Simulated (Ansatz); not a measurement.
Formation energy of KZn (NaTl type)

```
CELL_PARAMETERS angstrom
0.00000 3.88885 3.88885
3.88885 0.00000 3.88885
3.88885 3.88885 0.00000
ATOMIC_POSITIONS crystal
K 0.12500 0.12500 0.12500
K 0.87500 0.87500 0.87500
Zn 0.37500 0.37500 0.37500
Zn 0.62500 0.62500 0.62500
```

The cell comes from a relaxation on PAW files under the same functional, begun from a prototype that needn't be the stable phase.

Level of theory: DFT with PBEsol, scalar-relativistic, in Ansatz 0.2.0; a Γ-centred 7×7×7 k mesh, Fermi–Dirac smearing of 0.05 eV, no spin polarisation. LAPW: all electrons, basis error target 0.5 meV/atom; PAW: frozen-core files, cutoff 420 eV.

The elements are taken as K bcc, Zn hcp, each relaxed on PAW files under the same functional and computed by the same method as the compound; zero-point and thermal terms are left out.

The PAW files were made under PBE.

(1) Give the formation energy by each method, with the residual pressure at this cell and the LAPW gap.

(2) Give the LAPW value for one formula unit in kJ/mol.

(3) What Bader charges does the PAW density give?

Answers

(1) 

```
method  ΔE(formation) (eV/atom)  P at this cell (GPa)  gap (eV)
  LAPW                    0.322                  0.01      0.00
   PAW                    0.322                  0.01         –
```

(2) 0.322 eV/atom × 2 atoms × 96.485 kJ/(mol·eV) = 62.1 kJ/mol, at zero temperature and without zero-point motion.

(3) K1 +0.63 e, Zn3 -0.63 e.
